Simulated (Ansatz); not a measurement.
# What internal relaxation does to the elastic constants of Ta₄N₅

Method: Ansatz, DFT LDA, scalar-relativistic, plane waves, PAW. Settings: 420 eV plane-wave cutoff, Γ-centred 10×10×10 mesh, Fermi-Dirac smearing of 0.15 eV. No spin polarisation.

Relaxed structure:
```
Ta N
1.0
    -3.39188    3.39188    2.11524
     3.39188   -3.39188    2.11524
     3.39188    3.39188   -2.11524
Ta N
4 5
Cartesian
  0.7117 1.9312 2.1152
  1.9312 -0.7117 2.1152
  1.4606 4.1035 0.0000
  2.6802 1.4606 0.0000
  0.0000 0.0000 2.1152
  -1.3137 2.7675 2.1152
  2.7675 1.3137 2.1152
  0.6243 2.0781 0.0000
  4.7056 0.6243 0.0000
```

In a metal, frequencies and elastic constants depend on the k mesh and the smearing, soft modes and shear constants most. Spin–orbit coupling is left out, which can shift energies with elements as heavy as these.

Clamped-ion constants (GPa, Voigt order; atoms follow the strain homogeneously):
```
738.4 196.1 120.5   0.0   0.0 -97.7
196.1 738.4 120.5   0.0   0.0  97.7
120.5 120.5 833.8   0.0   0.0   0.0
  0.0   0.0   0.0 146.0   0.0   0.0
  0.0   0.0   0.0   0.0 146.0   0.0
-97.8  97.8   0.0   0.0   0.0 223.9
```

Q: What are the constants once the atoms relax in each strained cell?

A:
C11 = 639.6, C12 = 141.1, C13 = 145.4, C16 = -74.6, C22 = 639.6, C23 = 145.4, C26 = 74.6, C33 = 811.3, C44 = 142.5, C55 = 142.5, C66 = 188.4 GPa; the others vanish.
The Voigt shear modulus goes from 228.1 to 205.2 GPa and the Voigt bulk modulus from 353.9 to 328.3 GPa. Relaxation subtracts ΛᵀK⁻¹Λ/V, with Λ the forces that a strain puts on the atoms and K the zone-centre force constants. At a stable cell this can only lower the diagonal constants, and it acts only for strains that share their symmetry with an optical mode; elsewhere, and where the coupling is weak, the constants hardly move.

Cost: 2 runs of about 2.3 core-hours in all, on Oxide Virtual Turin-like Processor (Zen 5), Intel Xeon Processor @ 2.50GHz (Skylake/Cascade Lake) (shared hosts).